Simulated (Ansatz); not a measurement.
Nb₂O₅ (space group C2/c)

```
Nb2O5
1.0
    6.39352    -2.44326     0.00000
    6.39352     2.44326     0.00000
   -1.37711     0.00000     5.37817
Nb O
4 10
Direct
  0.61795   0.10078   0.24543
  0.38205   0.89922   0.75457
  0.89922   0.38205   0.25457
  0.10078   0.61795   0.74543
  0.27600   0.13526   0.12799
  0.72400   0.86474   0.87201
  0.86474   0.72400   0.37201
  0.13526   0.27600   0.62799
  0.10577   0.89423   0.75000
  0.89423   0.10577   0.25000
  0.66271   0.55871   0.97660
  0.33729   0.44129   0.02340
  0.44129   0.33729   0.52340
  0.55871   0.66271   0.47660
```

The volume is varied about the relaxed value V₀ at fixed cell shape. The atoms relax within the cell's symmetry.

Method: PBEsol (plane waves to 420 eV, PAW, scalar-relativistic; Ansatz, a program for electronic structure). k mesh 6×6×5 (Γ-centred), Fermi-Dirac smearing 0.05 eV. The energy includes the smearing's −TS. Compression counts positive. Nb2O5 is run without spin polarisation. Nb2O5 was relaxed with its symmetry unable to fall. The zero of ΔE is the relaxed starting cell.

### Question
What ΔE (kJ/mol of atoms) and P (GPa) does the calculation give at V/V₀ = 0.900, 0.925, 0.975, 1.025, 1.100?

### Answer
| V/V₀ | ΔE (kJ/mol of atoms) | P (GPa) |
|---|---|---|
| 0.900 | 5.32 | 16.1 |
| 0.925 | 2.87 | 11.2 |
| 0.975 | 0.30 | 3.3 |
| 1.025 | 0.28 | -3.0 |
| 1.100 | 4.08 | -10.7 |

(A scan under strain: stresses follow from slopes of the energy per volume, elastic moduli from its curvatures.)
